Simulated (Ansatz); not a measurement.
The start is a generated trial cell of Al in the A7 structure type. The structure is fully relaxed (lattice and positions, P = 0) with PBEsol (plane waves to 420 eV, PAW, scalar-relativistic; Ansatz, a first-principles code). The first steps use a coarse 11×11×11 k-mesh.

Input geometry:
```
Al
1.0
    1.77842     1.02677     3.29787
   -1.77842     1.02677     3.29787
    0.00000    -2.05355     3.29787
Al
2
Cartesian
  0.00000   0.00000   2.25119
  0.00000   0.00000   7.64242
```

Task: What pressure does the first self-consistent step give?

Result: +13.0 GPa (positive: the cell is compressed).

Task: What is the largest force in the starting geometry, and on which atom (counted from 1)?

Result: 3.10 eV/Å, on Al1, Al2 (atoms numbered as listed).

Task: Does the structure survive the relaxation? Give the final space group.

Result: The space group goes from R-3m (No. 166) to Fm-3m (No. 225); the end is fcc (Cu type), with 1 atom in the primitive cell.

Task: By how much does the energy per atom fall from start to end?

Result: 0.75 to 0.76 eV/atom (the two k-meshes of the run give this range).

Task: How does the volume per atom move from start to end?

Result: -10.5 %, from 18.07 to 16.17 Å³/atom.

Task: How do the shortest distances between atoms change?

Result: The closest pairs of elements (up to four, under 3.6 Å), start → end: Al–Al 2.38 → 2.84 Å.

Task: What band gap does the relaxed structure have at this level?

Result: Zero (metallic).

Final values are on a 20×20×20 k-mesh of the relaxed cell. No spin polarisation in the result.

The run could not lose the symmetry of its start; a randomly shaken copy of 2 atoms returns to this structure.
